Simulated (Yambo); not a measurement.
```xyz
2
Lattice="0.0000 2.1786 2.1786 2.1786 0.0000 2.1786 2.1786 2.1786 0.0000" Properties=species:S:1:pos:R:3 pbc="T T T"
C      0.0000     0.0000     0.0000
Si     3.2678     3.2678     3.2678
```

Workflow: norm-conserving PBEsol (Quantum ESPRESSO, 82 Ry, without SOC), then G0W0 in Yambo (6×6×6 Γ-centred k mesh, 76 bands and a 14 Ry block in the screening, 76 bands in G with the Bruneval-Gonze terminator, plasmon pole fitted at 27.2 eV).

Question: Give the PBEsol and G0W0 gaps between the band edges found on this mesh, and say where the edges lie.

Answer: Edges: Γ → X. PBEsol: 1.24 eV; G0W0: 2.18 eV. Nearest settings tried, and what they do to the gap: 47 bands in W, 47 bands in G: -15 meV; 11 Ry block (89 vectors against 169): -63 meV; 4×4×4 mesh: -18 meV. So the settings aren't converged at that level. 

Geometry relaxed with PBEsol.
